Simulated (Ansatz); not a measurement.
K2NaBiCl6:
```
CELL_PARAMETERS angstrom
      0.00000     5.22861     5.22861
      5.22861     0.00000     5.22861
      5.22861     5.22861     0.00000
ATOMIC_POSITIONS crystal
  K  0.75000 0.75000 0.75000
  K  0.25000 0.25000 0.25000
  Na 0.50000 0.50000 0.50000
  Bi 0.00000 0.00000 0.00000
  Cl 0.74721 0.25279 0.25279
  Cl 0.25279 0.74721 0.74721
  Cl 0.25279 0.74721 0.25279
  Cl 0.74721 0.25279 0.74721
  Cl 0.25279 0.25279 0.74721
  Cl 0.74721 0.74721 0.25279
```

Relaxed with LDA.

### Question
Which orbitals make up the states near the band edges in LDA in the plane-wave PAW code Ansatz?

### Answer
Top 1 eV of the valence band: Cl 3p 93 %, Bi 6s 5 %. Bottom 1 eV of the conduction band: Bi 6p 58 %, Cl 3p 23 %, Cl 3s 6 %, outside the projected shells 6 %. Projections are on Löwdin-orthogonalised atomic valence shells; empty p or d shells of many metals are not among them.

### Question
Tabulate the density of states.

### Answer
States/eV per cell of 10 atoms, in 0.25 eV bins, energy from the valence-band maximum.

```
E (eV)  total  Cl 3p  Bi 6p  K 4s
------  -----  -----  -----  ----
-7.86    0.00   0.00   0.00  0.00
-7.61    0.00   0.00   0.00  0.00
-7.36    0.00   0.00   0.00  0.00
-7.11    0.00   0.00   0.00  0.00
-6.86    0.00   0.00   0.00  0.00
-6.61    0.00   0.00   0.00  0.00
-6.36    0.00   0.00   0.00  0.00
-6.11    0.00   0.00   0.00  0.00
-5.86    0.00   0.00   0.00  0.00
-5.61    0.00   0.00   0.00  0.00
-5.36    0.00   0.00   0.00  0.00
-5.11    0.00   0.00   0.00  0.00
-4.86    0.00   0.00   0.00  0.00
-4.61    0.00   0.00   0.00  0.00
-4.36    0.00   0.00   0.00  0.00
-4.11    0.76   0.55   0.17  0.00
-3.86    6.22   4.51   1.36  0.01
-3.61    7.27   5.32   1.69  0.00
-3.36    9.76   6.93   2.46  0.00
-3.11    0.00   0.00   0.00  0.00
-2.86    0.00   0.00   0.00  0.00
-2.61    0.34   0.30   0.00  0.02
-2.36   11.92  11.00   0.03  0.64
-2.11   15.83  15.04   0.09  0.33
-1.86   11.94  11.45   0.06  0.15
-1.61   16.14  15.72   0.06  0.04
-1.36   17.02  16.75   0.04  0.01
-1.11   23.75  23.46   0.05  0.01
-0.86   12.05  11.92   0.02  0.00
-0.61    3.76   3.66   0.00  0.00
-0.36    1.74   1.41   0.00  0.01
-0.11    5.52   4.52   0.00  0.01
0.14     0.00   0.00   0.00  0.00
0.39     0.00   0.00   0.00  0.00
0.64     0.00   0.00   0.00  0.00
0.89     0.00   0.00   0.00  0.00
1.14     0.00   0.00   0.00  0.00
1.39     0.00   0.00   0.00  0.00
1.64     0.00   0.00   0.00  0.00
1.89     0.00   0.00   0.00  0.00
2.14     0.00   0.00   0.00  0.00
2.39     0.00   0.00   0.00  0.00
2.64     0.00   0.00   0.00  0.00
2.89     0.00   0.00   0.00  0.00
3.14     0.00   0.00   0.00  0.00
3.39     0.00   0.00   0.00  0.00
3.64     0.38   0.06   0.22  0.00
3.89     3.52   0.66   2.05  0.02
4.14     4.18   0.91   2.46  0.07
4.39     5.28   1.28   3.04  0.27
4.64    11.27   3.04   6.66  0.44
4.89     1.18   0.16   0.27  0.59
5.14     1.04   0.07   0.02  0.77
5.39     1.47   0.11   0.02  1.09
5.64     2.30   0.15   0.02  1.69
5.89     3.87   0.26   0.02  2.77
6.14     4.20   0.30   0.01  2.89
6.39     3.06   0.10   0.01  0.76
6.64     5.59   0.12   0.02  0.59
6.89     5.03   0.05   0.01  0.09
7.14     9.34   0.07   0.01  0.08
7.39    11.38   0.08   0.01  0.08
7.64    16.62   0.10   0.02  0.11
7.89    11.70   0.11   0.01  0.08
8.14     8.05   0.07   0.01  0.09
8.39    11.00   0.10   0.02  0.21
```

Space group Fm-3m. The first step of the workflow began from a Materials Project structure, measured or hypothetical; the Crystallography Open Database copy checked does not list it. Its standing as an ambient phase is unchecked. The cell was relaxed with LDA under the symmetry of its start. At this level the phase is dynamically unstable (imaginary phonons). Spin–orbit coupling is left out wherever it is not named.

Potentials: the later of the program's two PAW sets.
